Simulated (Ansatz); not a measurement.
AlN:
```yaml
crystal:
  lattice:
    - [0.00000, 2.20161, 2.20161]
    - [2.20161, 0.00000, 2.20161]
    - [2.20161, 2.20161, 0.00000]
  atoms:
    - { symbol: N, position: [0.75000, 0.75000, 0.75000] }
    - { symbol: Al, position: [0.00000, 0.00000, 0.00000] }
```

Tensor components refer to the Cartesian frame of this cell.

**Question.** Give the high-frequency dielectric tensor and the Born effective charge tensors of the independent atoms from DFPT, PBE in the plane-wave PAW code Ansatz.

**Answer.** 
ε∞:
```
4.62  0.00  0.00
0.00  4.62  0.00
0.00  0.00  4.62
```
Z* of atom 1 (N), rows: field, columns: displacement, in e:
```
-2.55   0.00   0.00
 0.00  -2.55   0.00
 0.00   0.00  -2.55
```
Z* of atom 2 (Al), rows: field, columns: displacement, in e:
```
2.55  0.00  0.00
0.00  2.55  0.00
0.00  0.00  2.55
```

Static charges for comparison (Bader): N1 -2.42, Al2 +2.42 e. Born charges measure polarisation by displacement and can exceed these by far.

Space group F-43m (zinc blende). The cell was relaxed with PBE under the symmetry of its start.

Potentials: the later of the program's two PAW sets.
